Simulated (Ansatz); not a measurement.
# Collinear states of MoS

The calculation used Ansatz, DFT r2SCAN, scalar-relativistic, plane waves, PAW.

```
Mo S
1.0
     0.00000    2.63741    2.63741
     2.63741    0.00000    2.63741
     2.63741    2.63741    0.00000
Mo S
1 1
Direct
  0.00000 0.00000 0.00000
  0.25000 0.25000 0.25000
```

```json
{
  "plane-wave cutoff": "500 eV",
  "Γ-centred k-mesh": "14×14×14",
  "occupation rule": "Gaussian smearing, 0.1 eV",
  "list of starting moments (μB, in atom order)": "3.5 0",
  "check for lower electronic states after the SCF": "off"
}
```

All runs keep this geometry, which isn't relaxed for the lowest state (largest force there 0.000 eV/Å, pressure 6.7 GPa) and needn't be a stable compound; relaxing each order would shift the differences by some 13 meV/atom, going by the pressures and a bulk modulus of about 150 GPa. r2SCAN tends to overstate moments in metals, so a weak moment here may be absent in the real material. Site moments are spin moments in atom-centred spheres that scale with the neighbour distance. The states are those that the runs reached from these starts; a lower one can exist. No antiferromagnetic start is among these.

| start | ends | energy above lowest (meV/atom) | site moments (μB) | gap on mesh (eV) | P (GPa) |
| --- | --- | --- | --- | --- | --- |
| no spin | non-magnetic | 11.2 | none over 0.05 | metal | 3.2 |
| large parallel starting moments | ferromagnetic | 0.00 | Mo +0.75 | metal | 6.7 |

Cost: 2 runs of about 0.76 core-minutes in all, on Intel Xeon Platinum 8375C (Ice Lake) (shared hosts).